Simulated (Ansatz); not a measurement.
A geometry of Mo away from equilibrium: step 2 of the relaxation of a relaxed Mo cell, doubled along one cell vector, shaken by Gaussian noise of σ = 0.08 Å a coordinate. All values below come from PBE (plane waves to 420 eV, PAW, scalar-relativistic; Ansatz, a program for electronic structure). Γ-centred k-mesh 6×12×12 on the run's cell (coarser than for final values), Fermi–Dirac smearing 0.05 eV. The plane waves were selected for a different cell earlier on the path.

```xyz
2
Lattice="4.9515 0.0324 -0.0178 0.0162 2.6307 0.0005 -0.0089 0.0005 2.6298" Properties=species:S:1:pos:R:3 pbc="T T T"
Mo     1.1957     1.1662     1.3312
Mo     3.7365     1.3175     1.2485
```

Q: What forces act on the atoms (eV/Å)?

A: 
```csv
atom,Fx,Fy,Fz
Mo1,1.05,-0.55,0.30
Mo2,-1.05,0.55,-0.30
```

The path ends in Im-3m (No. 229) (bcc (W type)). No spin polarisation in the result.

The run could not lose the symmetry of its start.

Of the parent cell (Pm-3m (No. 221)): it is a generated cell of Mo: the first start was made by a random draw of sites in a space group, and the end was not matched to a known phase here, so it may be hypothetical. Known forms of Mo include space group No. 229.
